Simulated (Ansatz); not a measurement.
MgMnV4O12: checking a database structure before trusting its electric field gradients

The cell is a Materials Project structure (computed, not necessarily an observed phase), taken as it stands.

```cif
data_MgMnV4O12
_symmetry_space_group_name_H-M 'C2'
_symmetry_Int_Tables_number 5
_cell_length_a 10.7649
_cell_length_b 8.6955
_cell_length_c 5.9421
_cell_angle_alpha 90.000
_cell_angle_beta 112.057
_cell_angle_gamma 90.000
loop_
_atom_site_label
_atom_site_type_symbol
_atom_site_symmetry_multiplicity
_atom_site_Wyckoff_symbol
_atom_site_fract_x
_atom_site_fract_y
_atom_site_fract_z
Mg Mg 2 a 0.5000 0.2416 0.0000
Mn Mn 2 b 0.5000 0.4369 0.5000
V3 V 4 c 0.2950 0.8980 0.0307
V4 V 4 c 0.2990 0.0925 0.5409
O7 O 4 c 0.6222 0.3737 0.8907
O8 O 4 c 0.3606 0.7277 0.0582
O9 O 4 c 0.1331 0.1040 0.4541
O10 O 4 c 0.3651 0.0202 0.8511
O12 O 4 c 0.3473 0.9848 0.3297
O14 O 4 c 0.3774 0.2688 0.6012
```

One atom of each set is listed; the run and its k-mesh use a cell of 18 atoms with edges of 6.92, 6.92, 5.94 Å.

Method: Kohn–Sham DFT in Ansatz, PBE, plane waves and PAW, scalar-relativistic, collinear spin, 420 eV cutoff, Γ-centred 3×3×4 k-points, Fermi–Dirac smearing 0.02 eV. Start moments as typed (μB): 5 on each Mn, none on the rest.

Question: Do the atoms and the cell lie near the calculated equilibrium?

Answer: Not quite. The largest force is 1.2 eV/Å, on atom 8 (O: 1 V at 1.62 Å), and the pressure is -4.5 GPa. Relaxing the atoms is still advisable, since electric field gradients respond to shifts of a few hundredths of an ångström.
